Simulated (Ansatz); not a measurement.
The start is a generated trial cell of B in the AFLOW prototype A_hR12_166_2h. Cell shape, volume and atoms are optimised at zero target pressure with r2SCAN (plane waves to 500 eV, PAW, scalar-relativistic; Ansatz, an electronic-structure program). The first steps use a coarse 5×5×5 k-mesh.

The start:
```
B
1.0
    2.45400     1.41682     4.18853
   -2.45400     1.41682     4.18853
    0.00000    -2.83364     4.18853
B
12
Direct
  0.01040   0.65729   0.01040
  0.01040   0.01040   0.65729
  0.65729   0.01040   0.01040
  0.98960   0.34271   0.98960
  0.98960   0.98960   0.34271
  0.34271   0.98960   0.98960
  0.22060   0.63230   0.22060
  0.22060   0.22060   0.63230
  0.63230   0.22060   0.22060
  0.77940   0.36770   0.77940
  0.77940   0.77940   0.36770
  0.36770   0.77940   0.77940
```

Largest initial force: 0.87 eV/Å, on B1, B2, B3, B4, B5, B6 (atoms numbered as listed)
Outcome: The space group stays R-3m (No. 166) (the run could not lower it); the end is AFLOW prototype A_hR12_166_2h (as in B), with 12 atoms in the primitive cell
Energy released: 0.004 eV/atom
Volume change: -0.8 %, from 7.28 to 7.22 Å³/atom
Band gap at the end: 1.62 eV, indirect (valence top at T, conduction bottom at k = (0.2857, 0.2857, -0.2857)) (no spin-orbit coupling)
Optimiser moves: 5

It ends as:

```cif
data_B36
_chemical_formula_sum 'B36'
_space_group_name_H-M_alt 'R-3m :H'
_space_group_IT_number 166
_space_group_name_Hall '-R 3 2"'
_cell_length_a 4.89831
_cell_length_b 4.89831
_cell_length_c 12.51279
_cell_angle_alpha 90.000
_cell_angle_beta 90.000
_cell_angle_gamma 120.000
loop_
_atom_site_label
_atom_site_type_symbol
_atom_site_symmetry_multiplicity
_atom_site_Wyckoff_symbol
_atom_site_fract_x
_atom_site_fract_y
_atom_site_fract_z
_atom_site_occupancy
B1 B 18 h 0.23696 0.11848 0.10862 1
B2 B 18 h 0.19625 0.39249 0.02426 1
```
(The calculation used a cell of 12 atoms; values per cell refer to that cell.)

Final values are on a 7×7×7 k-mesh of the relaxed cell. No spin polarisation in the result.

The run could not lose the symmetry of its start.
